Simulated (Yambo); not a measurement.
Yambo run on LiBaF₃ (cubic perovskite, space group Pm-3m, No. 221). The wavefunctions come from this Quantum ESPRESSO step (PBEsol, PseudoDojo standard norm-conserving files, fully relativistic):

```
&CONTROL
  calculation = 'nscf'
  pseudo_dir = './pseudo'
  outdir = './out'
/
&SYSTEM
  ibrav = 0
  nat = 5
  ntyp = 3
  ecutwfc = 84.0
  ecutrho = 336.0
  occupations = 'fixed'
  force_symmorphic = .true.
  nbnd = 149
  noncolin = .true.
  lspinorb = .true.
/
&ELECTRONS
  conv_thr = 5e-09
  diago_full_acc = .true.
  diago_thr_init = 1e-08
/
ATOMIC_SPECIES
Li 6.9400 Li.upf
F 18.9984 F.upf
Ba 137.3270 Ba.upf
CELL_PARAMETERS angstrom
  3.988580000000   0.000000000000   0.000000000000
  0.000000000000   3.988580000000   0.000000000000
  0.000000000000   0.000000000000   3.988580000000
ATOMIC_POSITIONS crystal
Li   0.500000000000   0.500000000000   0.500000000000
F   0.000000000000   0.500000000000   0.500000000000
F   0.500000000000   0.000000000000   0.500000000000
F   0.500000000000   0.500000000000   0.000000000000
Ba   0.000000000000   0.000000000000   0.000000000000
K_POINTS automatic
4 4 4 0 0 0
```

Yambo input:

```
rim_cut
gw0
dyson
el_el_corr
HF_and_locXC
ppa
em1d
RandQpts= 1000000
RandGvec= 1 Ry
EXXRLvcs= 84 Ry
VXCRLvcs= 336 Ry
Chimod= "HARTREE"
% BndsRnXp
 3 | 146 |
%
NGsBlkXp= 6 Ry
% LongDrXp
 1.0 | 1.0 | 1.0 |
%
PPAPntXp= 27.2114 eV
% GbndRnge
 1 | 146 |
%
GTermKind= "BG"
DysSolver= "n"
ExtendOut
% QPkrange
 1 | 1 | 32 | 36 |
 3 | 3 | 34 | 35 |
 6 | 6 | 34 | 35 |
 10 | 10 | 34 | 35 |
%
```

k points by index: 1 = Γ, 3 = X, 6 = M, 10 = R.

Table of the .qp output:

```
#    K-point    Band    Eo [eV]    E [eV]    E-Eo [eV]    Vxc [eV]    Vnlxc [eV]    Sc|Eo [eV]    Sc|E [eV]    dSc/dw|Eo [eV]    Re(Z)    Im(Z)
#
    1    32    0.000000    -2.070876    -2.070876    -22.54049    -30.11612    5.012340    5.504747    -6.469784    0.807909    -0.001195
    1    33    0.000000    -2.070641    -2.070641    -22.54049    -30.11611    5.012631    5.504973    -6.469666    0.807912    -0.001195
    1    34    0.000000    -2.070247    -2.070247    -22.54049    -30.11612    5.013114    5.505375    -6.469827    0.807908    -0.001195
    1    35    6.558962    7.820851    1.261889    -9.974017    -5.120771    -3.411160    -3.591357    -3.885558    0.875050    -0.702905E-3
    1    36    6.558962    7.822333    1.263371    -9.974017    -5.120775    -3.409462    -3.589870    -3.885548    0.875050    -0.702903E-3
    3    34    -0.491186    -2.655534    -2.164348    -22.00225    -29.81856    5.125194    5.651958    -6.622005    0.804272    -0.001801
    3    35    8.000698    9.447513    1.446815    -12.55544    -7.671390    -3.193065    -3.437234    -4.590280    0.855633    -0.004722
    6    34    -0.233741    -2.323664    -2.089923    -22.39755    -30.09033    5.096196    5.602850    -6.596225    0.804887    -0.001372
    6    35    8.796287    10.32377    1.527481    -12.60071    -7.401825    -3.432013    -3.671409    -4.264477    0.864515    -0.912082E-3
    10    34    -0.192425    -2.273071    -2.080647    -22.48012    -30.17010    5.105583    5.609341    -6.587776    0.805088    -0.001316
    10    35    7.944664    9.373258    1.428594    -11.10388    -6.005500    -3.461382    -3.669783    -3.969350    0.872698    -0.733821E-3
```
(The two width columns are left out.) Convergence of these settings isn't established.

Geometry of the Materials Project entry, not relaxed at this level.

The structure is a Materials Project entry; no match was found in the copy of COD used, and its stability was not checked.
